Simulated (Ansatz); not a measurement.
BeTe (wurtzite, P6_3mc), the program Ansatz at the r²SCAN level (PAW), all energies at zero smearing, with the estimated change up to a 700 eV cutoff added, with one set of potentials and settings (totals compare only within such a set). Cell of 4 atoms (2 Be, 2 Te): -14178.155 eV.

```tsv
element	reference phase	E (eV/atom)
Be	P6_3/mmc, 2 atoms in the cell	-93.3347
Te	P3_121, 3 atoms in the cell	-6994.8235
```

Formation energy per atom, worked out: (-14178.155 − 2×(-93.3347) − 2×(-6994.8235))/4 = -0.460 eV/atom (-44 kJ per mol of atoms), at 0 K, without zero-point energy or fitted corrections.

The first step of the workflow began from a Materials Project structure, measured or hypothetical; the Crystallography Open Database copy checked does not list it. COD files the formula under space group No. 216, so this cell is another polymorph or a model. Its standing as an ambient phase is unchecked. The cell was relaxed with r²SCAN under the symmetry of its start; its stability against distortions is not shown here. The references are the lowest solids computed at this level, not always the standard phases. Scalar-relativistic: spin–orbit coupling is off unless named, which matters more the heavier the elements.

Potentials: the later of the program's two PAW sets.
